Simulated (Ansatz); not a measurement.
# YNiGe, first-principles data

YNiGe:
```yaml
crystal:
  lattice:
    - [6.93170, 0.00000, 0.00000]
    - [0.00000, 4.20778, 0.00000]
    - [0.00000, 0.00000, 7.25258]
  atoms:
    - { symbol: Y, position: [0.50766, 0.25000, 0.20748] }
    - { symbol: Y, position: [0.49234, 0.75000, 0.79252] }
    - { symbol: Y, position: [0.99234, 0.75000, 0.70748] }
    - { symbol: Y, position: [0.00766, 0.25000, 0.29252] }
    - { symbol: Ni, position: [0.30880, 0.25000, 0.58099] }
    - { symbol: Ni, position: [0.69120, 0.75000, 0.41901] }
    - { symbol: Ni, position: [0.19120, 0.75000, 0.08099] }
    - { symbol: Ni, position: [0.80880, 0.25000, 0.91901] }
    - { symbol: Ge, position: [0.69781, 0.25000, 0.58876] }
    - { symbol: Ge, position: [0.30219, 0.75000, 0.41124] }
    - { symbol: Ge, position: [0.80219, 0.75000, 0.08876] }
    - { symbol: Ge, position: [0.19781, 0.25000, 0.91124] }
```

Space group Pnma (No. 62); conventional cell a = 6.9317 Å, b = 4.2078 Å, c = 7.2526 Å, α = 90.00°, β = 90.00°, γ = 90.00°.

Method: DFT-r²SCAN in the program Ansatz with PAW potentials. Structure relaxed to zero pressure with the same functional. Other levels are named where they apply.

Cell and energy:

```
Quantity                                                      Result
-----------------------------------------------------  -------------
Volume per atom                                             17.63 Å³
Density                                                   6.92 g/cm³
Formation energy from the elements (no fitted shifts)  -846 meV/atom
```

Electronic structure:

```
Quantity                                                                     Value
------------------------------------  --------------------------------------------
Electronic character                                             metallic (no gap)
Density of states at the Fermi level  0.55 states/eV per atom (mean over ±0.08 eV)
```

The first step of the workflow began from a Materials Project structure, measured or hypothetical; the Crystallography Open Database copy checked does not list it. With Ni and Ge taken as one species the cell has the higher symmetry Imma, so it may be an ordered model of a mixed-site phase. Its standing as an ambient phase is unchecked. The r²SCAN relaxation kept the symmetry of its start; its stability against distortions is not shown here. No spin polarisation was allowed. The references are the lowest solids computed at this level, not always the standard phases. Scalar-relativistic: spin–orbit coupling is off unless named, which matters more the heavier the elements.

Potentials: the later of the program's two PAW sets.
